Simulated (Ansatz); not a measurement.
**Hf, one cell by several methods**

```
Hf
1.0
     3.20732    0.00000    0.00000
    -1.60366    2.77762    0.00000
     0.00000    0.00000    5.07460
Hf
2
Direct
  0.33333 0.66667 0.25000
  0.66667 0.33333 0.75000
```

Atom numbers follow the list: Hf1, Hf2.

The geometry is COD entry 9008501, unchecked; take it as a test cell. The listed cell was then made from it by scaling, straining or moving an atom.

Spin–orbit coupling is left out, though it moves levels of the heavy atoms by tenths of an eV or more.

All numbers are computed: DFT, PBEsol, PAW with Ansatz's default frozen-core files, scalar-relativistic (Ansatz 0.2.0); DFT, PBEsol, all-electron PAW with datasets made for the crystal, scalar-relativistic (Ansatz 0.2.0); DFT, PBEsol, all-electron LAPW, scalar-relativistic (Ansatz 0.2.0).

For PAW: a Γ-centred 13×13×7 k mesh, Fermi–Dirac smearing of 0.05 eV, cutoff 420 eV, no spin polarisation; the PAW files were made with PBE, and the program remakes their frozen cores for this functional. The crystal-made all-electron datasets (AE datasets) take a cutoff of 400 eV at this cell. LAPW targets a basis error of 0.5 meV/atom. The Ansatz runs share mesh, smearing and spin set-up. Plane-wave (PAW) pressures include the program's estimate of the Pulay term.

Stress and pressure are positive in compression.

The change that made this cell: volume scaled by 1.01.

Spin–orbit coupling is left out, which moves gradients at and beside heavy atoms by some per cent and at worst by a factor of two.

In a metal, gradients converge slowly with the k mesh: the values move by tens of per cent from one mesh to another, at times in sign, so only the comparison on one mesh counts.

```csv
quantity,PAW,AE datasets,LAPW
pressure (GPa),-4.71,-4.69,-4.69
stress xx (GPa),-4.62,-4.61,-4.61
stress zz (GPa),-4.89,-4.87,-4.87
field gradient Vzz at Hf1 (10²¹ V/m²),8.93,8.86,–
```

PAW's pressure differs from the LAPW value by -0.02 GPa.
